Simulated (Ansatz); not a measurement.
**The polar optical mode of AlN at 20 GPa, worked through**

Level of theory: DFT LDA, scalar-relativistic, plane waves, PAW in Ansatz. Cutoff 420 eV, 10×10×10 k-points (Γ-centred), fixed occupations. No spin polarisation. Phonons by linear response, acoustic sum rule imposed.

The cell, relaxed at 20 GPa:
```xyz
2
Lattice="0.0000 2.1130 2.1130 2.1130 0.0000 2.1130 2.1130 2.1130 0.0000" Properties=species:S:1:pos:R:3 pbc="T T T"
Al    0.0000    0.0000    0.0000
N     3.1696    3.1696    3.1696
```

Other phases may be more stable at this pressure.

Linear response gives ν_TO = 744.4 cm⁻¹, Born charges ±2.535 e (positive on Al) and ε∞ = 4.423. The primitive cell holds 18.869 Å³, and the masses are 26.982 and 14.007 amu.

Question: Find ν_LO and the static dielectric constant.

Answer: The long-wave field adds a restoring force: ω_LO² − ω_TO² = Z*²e²/(ε_vac ε∞ μV). In these units ν_LO² − ν_TO² = 4.92064×10⁷ Z*²/(μ V ε∞) cm⁻², with μ = m₁m₂/(m₁ + m₂) = 9.220 amu: 411032 cm⁻². So ν_LO = √(744.4² + 411032) = 982.4 cm⁻¹, and the run gives 982.4. Lyddane–Sachs–Teller then gives ε0 = ε∞ (ν_LO/ν_TO)² = 7.70, against 7.70 in the run (it forms both from the same three quantities, so the match checks the arithmetic only). Between ν_TO and ν_LO the dielectric function is negative and an undamped crystal reflects fully: a reststrahlen band from 10.2 to 13.4 μm.

Question: What do the Clausius–Mossotti polarisability and the Szigeti charge come to?

Answer: With the Lorentz local field, α = (3V/4π)(ε∞ − 1)/(ε∞ + 2) = 2.40 Å³ for the pair, and e_S = 3Z*/(ε∞ + 2) = 1.18 e. The Born charge includes the electrons' response to the dipole's own local field, and e_S takes that enhancement out. The Lorentz field assumes point-like polarisable ions, a poor picture once ε∞ is this large, since the electron clouds then overlap or are shared, so both numbers are formal here.

Question: How strongly does a slow electron couple to the LO mode?

Answer: For one isotropic parabolic band, Fröhlich's constant is α_F = (1/ε∞ − 1/ε0) √(m* Ry/ħω_LO), with Ry = 13.606 eV, ħω_LO = 121.8 meV and m* in free-electron masses: α_F = 0.0963 × 10.57 × √m* = 1.02 √m*. The band mass isn't part of this run; for m* = 0.1, 0.3 and 1 it gives 0.32, 0.56, 1.02. In weak coupling the polaron lies α_F ħω_LO below the band edge (68 meV at m* = 0.3) with a mass m*(1 + α_F/6); past α_F of about 5 or 6 that expansion fails. A semilocal functional's ε∞ tends to be too large, which taken alone lowers α_F.

This zinc-blende form isn't the usual stable structure of the compound at low pressure.

Cost: 1 run of about 0.61 core-minutes, on Intel Xeon Processor @ 2.50GHz (Skylake/Cascade Lake) (shared hosts).